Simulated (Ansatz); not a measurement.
Sb$_{2}$Au in space group Pa-3 (No. 205; Sb on 8c, Au on 4a), DFT-PBEsol in the program Ansatz with PAW potentials, all energies at zero smearing, with the estimated change up to a 700 eV cutoff added, with one set of potentials and settings (totals compare only within such a set). Cell of 12 atoms (8 Sb, 4 Au): -103294.176 eV.

```csv
element,reference phase,E (eV/atom)
Sb,"R-3m, 2 atoms in the cell",-6408.0873
Au,"Fm-3m, 1 atoms in the cell",-13007.0999
```

Formation energy per atom, worked out: (-103294.176 − 8×(-6408.0873) − 4×(-13007.0999))/12 = -0.090 eV/atom (-9 kJ per mol of atoms), at 0 K, without zero-point energy or fitted corrections.

The first step of the workflow began from a Materials Project structure, measured or hypothetical; the Crystallography Open Database files this formula in space group No. 205, but the cells were not matched. Its standing as an ambient phase is unchecked. The PBEsol relaxation kept the symmetry of its start; whether a distortion lowers the energy is not shown. The references are the lowest solids computed at this level, not always the standard phases. Scalar-relativistic: spin–orbit coupling is off unless named, which matters more the heavier the elements.

Potentials: the later of the program's two PAW sets.
